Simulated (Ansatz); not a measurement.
# BePd: eigenvalues along the path

```
Be Pd
1.0
     2.80359    0.00000    0.00000
     0.00000    2.80359    0.00000
     0.00000    0.00000    2.80359
Be Pd
1 1
Direct
  0.00000 0.00000 0.00000
  0.50000 0.50000 0.50000
```

Atoms are numbered in the order listed.

The cell comes from COD entry 9008808, which wasn't checked; take it as a given geometry. The listed cell was then made from it by scaling, straining or moving an atom.

Spin polarisation is left out, and whether a magnetic state lies lower isn't shown here.

Theory: DFT, LDA, all-electron LAPW, scalar-relativistic (Ansatz 0.2.0).

Sampling and basis: a Γ-centred 12×12×12 k mesh, Fermi–Dirac smearing of 0.08 eV, basis error target 1 meV/atom, no spin polarisation.

Path points, in fractions of the reciprocal vectors: Γ (0.000, 0.000, 0.000), X (0.000, 0.500, 0.000), M (0.500, 0.500, 0.000), R (0.500, 0.500, 0.500). Levels in eV from the Fermi level; bands 11 to 18, counted from the lowest band of the run. The gap is zero.

```
# k(1/Å) point b11 b12 b13 b14 b15 b16 b17 b18
0.000 Γ -9.73 -5.68 -5.68 -2.34 -2.34 -2.34 5.30 5.30
0.224 - -9.53 -5.64 -5.58 -2.54 -2.54 -2.33 4.61 5.67
0.448 - -8.99 -5.52 -5.31 -2.99 -2.99 -2.29 3.12 6.64
0.672 - -8.23 -5.37 -4.96 -3.46 -3.46 -2.25 1.57 7.98
0.896 - -7.47 -5.25 -4.72 -3.81 -3.81 -2.21 0.41 9.39
1.121 X -7.12 -5.20 -4.66 -3.93 -3.93 -2.20 -0.02 10.16
1.345 - -6.90 -5.17 -5.07 -3.88 -3.45 -2.33 -0.03 9.02
1.569 - -6.30 -5.85 -4.68 -3.75 -2.81 -2.64 -0.09 7.76
1.793 - -6.41 -5.61 -3.94 -3.58 -3.01 -2.31 -0.26 6.87
2.017 - -6.78 -5.12 -3.44 -3.28 -2.83 -2.00 -0.68 6.07
2.241 M -6.91 -4.96 -3.38 -3.38 -1.89 -1.89 -1.29 5.47
2.558 - -6.69 -5.27 -3.38 -3.29 -2.98 -2.71 -0.06 5.81
2.875 - -6.95 -5.46 -4.11 -3.75 -3.30 -3.04 1.53 5.58
3.192 - -8.28 -5.31 -4.97 -3.60 -3.01 -2.72 3.18 5.34
3.509 - -9.34 -5.57 -5.50 -2.73 -2.58 -2.45 4.64 5.28
3.826 Γ -9.73 -5.68 -5.68 -2.34 -2.34 -2.34 5.30 5.30
4.214 - -9.15 -5.46 -5.46 -2.80 -2.66 -2.66 5.00 5.00
4.602 - -7.64 -4.88 -4.88 -3.46 -3.46 -3.37 4.52 4.52
4.990 - -6.46 -5.20 -5.20 -3.20 -3.20 -2.18 4.43 4.43
5.379 - -6.41 -6.12 -6.12 -1.91 -1.91 1.51 4.82 4.82
5.767 R -6.48 -6.48 -6.48 -1.21 -1.21 4.83 5.59 5.59
6.084 - -6.45 -6.27 -6.17 -1.89 -1.51 3.00 3.32 5.25
6.401 - -6.32 -5.70 -5.46 -3.15 -2.56 0.91 0.93 6.36
6.718 - -5.98 -5.61 -4.91 -4.25 -3.07 -1.17 0.17 7.60
7.034 - -6.68 -5.35 -4.95 -4.22 -2.87 -2.47 -0.02 8.71
7.351 X -7.12 -5.20 -4.66 -3.93 -3.93 -2.20 -0.02 10.16
8.936 R -6.48 -6.48 -6.48 -1.21 -1.21 4.83 5.59 5.59
9.160 - -6.52 -6.32 -6.32 -1.70 -1.22 4.09 4.09 5.01
9.384 - -6.64 -5.84 -5.84 -2.79 -1.24 2.26 2.26 5.44
9.608 - -6.77 -5.08 -5.08 -3.91 -1.26 0.54 0.54 5.53
9.833 - -6.87 -4.68 -4.11 -4.11 -1.28 -0.98 -0.98 5.49
10.057 M -6.91 -4.96 -3.38 -3.38 -1.89 -1.89 -1.29 5.47
```
